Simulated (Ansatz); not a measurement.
HfN (rock salt, Fm-3m) under volume change, plane-wave PAW PBEsol (Ansatz code), scaled uniformly.

```csv
V (Å³/atom),E − E(relaxed) (meV/atom),P (GPa)
10.378,96.4,32.73
10.720,40.5,20.04
11.062,9.5,9.21
11.405,0.0,-0.02
11.747,8.7,-7.89
12.089,32.9,-14.64
12.431,70.5,-20.39
```

Question: What does a third-order Birch–Murnaghan fit give for V₀, B₀ and B′?

Answer: V₀ = 11.40 Å³/atom, B₀ = 284 GPa, B′ = 4.3.

The cell was relaxed with PBEsol under the symmetry of its start; of distortions, only those at the zone centre were tested. The run is not spin-polarised. Spin–orbit coupling is left out wherever it is not named.

Potentials: the earlier of the program's two PAW sets.
